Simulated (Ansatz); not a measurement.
Relaxed-ion elastic tensor of TiS$_{2}$ (CdI2 type, P-3m1) in GPa (Voigt order), plane-wave PAW LDA (Ansatz code); density 3.59 g/cm³, 17.28 Å³ per atom.

```json
[
 {"": "1", "1": "154", "2": "30.4", "3": "14.4", "4": "-4.9", "5": "0.0", "6": "0.0"},
 {"": "2", "1": "30.4", "2": "154", "3": "14.4", "4": "4.9", "5": "0.0", "6": "0.0"},
 {"": "3", "1": "14.4", "2": "14.4", "3": "64.7", "4": "0.0", "5": "0.0", "6": "0.0"},
 {"": "4", "1": "-4.9", "2": "4.9", "3": "0.0", "4": "21.8", "5": "0.0", "6": "0.0"},
 {"": "5", "1": "0.0", "2": "0.0", "3": "0.0", "4": "0.0", "5": "21.8", "6": "-4.9"},
 {"": "6", "1": "0.0", "2": "0.0", "3": "0.0", "4": "0.0", "5": "-4.9", "6": "61.9"}
]
```

Task: Is the crystal mechanically stable?

Result: Yes: the smallest eigenvalue of C is 21.2 GPa.

Task: Work out the Voigt, Reuss and Hill averages.

Result: K_V = 54.6, K_R = 45.0, K_H = 49.8; G_V = 42.0, G_R = 32.3, G_H = 37.1 GPa.

Task: Give Young's modulus, Poisson's ratio, Pugh's ratio and the universal anisotropy index.

Result: E = 9KG/(3K + G) = 89.2 GPa; ν = 0.20; K/G = 1.34 (brittle by the Pugh limit of 1.75); A_U = 5G_V/G_R + K_V/K_R − 6 = 1.72.

Task: Estimate the sound speeds and the Debye temperature.

Result: v_l = √((K + 4G/3)/ρ) = 5260 m/s, v_t = √(G/ρ) = 3220 m/s, mean 3550 m/s; Θ = (h/k)(3n/4πV)^(1/3) v_m = 409 K.

Task: Solve the Christoffel equation for the three sound speeds along x, y, z.

Result: Eigenvalues of C_ijkl n_j n_l equal ρv². In km/s, slowest first: x 2.43, 4.17, 6.55; y 2.45, 4.15, 6.56; z 2.46, 2.46, 4.24.

Task: How much does each axis shrink under pressure?

Result: Linear compressibilities β_i = Σ_j S_ij (j = 1 to 3): x 4.4, y 4.4, z 14 per TPa.

The LDA relaxation kept the symmetry of its start; phonons on a q-mesh show no instability. The run is not spin-polarised. A crystal of weakly bound layers computed without a dispersion correction: the cell and the soft elastic constants depend strongly on that. As this level gives no gap, shear constants depend on the k-mesh and smearing (Fermi–Dirac, 0.1 eV here).

Potentials: the later of the program's two PAW sets.
